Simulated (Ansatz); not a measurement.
Given:

Ti2P:
Space group R-3m, hexagonal axes (No. 166); a = 3.5191 Å, b = 3.5191 Å, c = 13.0303 Å, α = 90.00°, β = 90.00°, γ = 120.00°

```
atom  site  symmetry       x       y       z
----  ----  --------  ------  ------  ------
Ti      6c        3m  0.0000  0.0000  0.2406
P       3a       -3m  0.0000  0.0000  0.0000
```
(The calculation used a cell of 3 atoms; values per cell refer to that cell.)

This is the LDA-relaxed structure.

Problem. All from plane-wave PAW LDA (Ansatz code), unless another level is named. Estimate the bulk modulus (Birch–Murnaghan fit).

Solution. 129 GPa.

Problem. And the highest zone-centre frequency?

Solution. 57.9 meV.

The start of the workflow was typed in or built on a structure type; neither database checked (COD, Materials Project) lists it. COD files the formula under space group No. 189. Whether it is the stable phase at ambient conditions was not checked. The LDA relaxation kept the symmetry of its start; whether a distortion lowers the energy is not shown. No spin polarisation was allowed. The volume moved by -38 % from the start of the relaxation.

Potentials: the earlier of the program's two PAW sets. The files were generated under PBE; for other functionals the program regenerates the frozen cores, and for LDA and PBEsol the local potential too.
